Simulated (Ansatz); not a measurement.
input.yaml

```yaml
crystal:
  lattice:
    - [2.8389824438, 0.0, 0.0]
    - [-1.4194912219, 2.4586309173, 0.0]
    - [0.0, 0.0, 4.8505248]
  atoms:
    - { symbol: Au, position: [0.3333333333, 0.6666666667, 0.6987704918] }
    - { symbol: Au, position: [0.6666666667, 0.3333333333, 0.3012295082] }
basis:
  ecutwfc: 420
kpoints:
  mp_grid: { grid: [15, 15, 8] }
hamiltonian:
  xc: pbesol
scf:
  occupations: { method: gaussian, width: 0.1 }
output:
  forces: true
  stress: true
  eigenvalues: true
```

Command:
```bash
ansatz run input.yaml --threads 1 --pin off --max-ram 1331MiB --backend cpu --events-out ev --progress --plain --runs-dir out
```

Level of theory: DFT PBEsol, scalar-relativistic, plane waves, PAW in Ansatz.

From the run's log, abridged (final results; tables in files aren't shown):

```
SCF 1 converged in 6 iterations: F = -26013.037118 eV  dr2 = 1.51e-8
SCF converged after 6 iterations
Free energy (F): -26013.037118 eV
Harris-Foulkes:  -26013.037118 eV  (|F-HF|=3.19e-9)
Internal energy: -26013.035496 eV  (E = F + TS)
E sigma→0 (E₀):  -26013.036307 eV
Entropy (-TS):   -0.001623 eV (-0.811 meV/atom)
Fermi energy:    20.703601 eV
--- Per-component energies (eV) ---
  E_band       = -420.516159
  E_kinetic    = 1216.229994
  E_local      = -3830.031199  (includes V_loc(G=0)·N_el)
  E_nonlocal   = 155.793867
  E_hartree    = 1658.980468
  E_xc         = -455.361138
  E_vxc        = -552.134449  (∫ρ·V_xc dr)
  E_paw        = -19132.333538  (= ΣΔE_a)
  E_vpaw       = -728.335221  (= ΣTr[D̂ρ^β])
  E_aug_tail   = 0.002835  (compensation charges beyond the density's cutoff)
  E_ewald      = -5626.935740
  E_core_change = 0.618958  (= ΣΔE_core)
  E_smearing   = -0.001623  (= −TS)
--- Forces (eV/Å), atoms counted from 1 ---
  atom   1  Au     0.00000000     0.00000000     5.65802133
  atom   2  Au     0.00000000     0.00000000    -5.65802133
--- Stress (GPa, compression-positive) ---
       22.423152       0.000000       0.000000
        0.000000      22.423152       0.000000
        0.000000       0.000000      37.319989
  P = ⅓ Tr σ = 27.3888 GPa (273.888 kbar)
--- Band table (eV; the first three rows and the last of 192) ---
  k-point 0: bands = ["-84.9660", "-84.9226", "-36.6211", "-36.3271", "-36.3271", "-36.2228", "-36.2228", "-36.1886", "10.2741", "12.5791", "15.4118", "15.4118", "15.4519", "15.4519", "16.0416", "17.3402", "17.3402", "18.8725", "18.8725", "19.8691", "22.2612", "34.6784", "37.3212"]
  k-point 1: bands = ["-84.9659", "-84.9227", "-36.6186", "-36.3269", "-36.3269", "-36.2230", "-36.2230", "-36.1913", "10.3698", "12.5792", "15.3798", "15.3798", "15.4643", "15.4643", "16.0105", "17.3744", "17.3744", "18.8657", "18.8657", "18.9477", "23.4026", "34.5962", "37.0455"]
  k-point 2: bands = ["-84.9657", "-84.9228", "-36.6123", "-36.3264", "-36.3264", "-36.2236", "-36.2236", "-36.1979", "10.6296", "12.5685", "15.3410", "15.3410", "15.4553", "15.4553", "15.9149", "17.4621", "17.4621", "17.6812", "18.8445", "18.8445", "25.3215", "34.4456", "36.4285"]
  k-point 191: bands = ["-84.9325", "-84.9325", "-36.5516", "-36.5516", "-36.5080", "-36.3342", "-36.2481", "-36.2481", "13.6989", "13.9491", "13.9491", "15.7720", "15.9137", "15.9137", "16.1449", "17.9347", "18.4787", "18.4787", "24.9522", "24.9522", "25.7340", "25.7340", "26.6469"]
```

The run converged.

Spin–orbit coupling is left out, which can shift energies with elements as heavy as these.